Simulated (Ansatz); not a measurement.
The relaxed structure here is a generated cell of V3Si: the first start was made by placing the elements on the sites of a structure type, and the end was not matched to a known phase here, so it may be hypothetical. Known forms of V3Si include space group No. 223.

The end point of a relaxation of V₃Si. Space group Fm-3m (No. 225), AFLOW prototype AB3_cF16_225_a_bc (D0_3, as in BiF3). All values below come from PBE (plane waves to 420 eV, PAW, scalar-relativistic; Ansatz, a program for electronic structure).

```xyz
4
Lattice="0.0000 2.9621 2.9621 2.9621 0.0000 2.9621 2.9621 2.9621 0.0000" Properties=species:S:1:pos:R:3 pbc="T T T"
Si     0.0000     0.0000     0.0000
V      2.9621     2.9621     2.9621
V      1.4810     1.4810     1.4810
V      4.4431     4.4431     4.4431
```

### Question
What magnetic moment does PBE give?

### Answer
Zero (the starting moments vanished).

No spin polarisation in the result: the starting moments vanished. The relaxed primitive cell holds an odd number of electrons. A magnetic state may lie lower.

The run could not lose the symmetry of its start: the end is stationary, and may be a saddle point rather than a minimum.

All atoms sit on sites fixed by symmetry, so only the cell could relax.
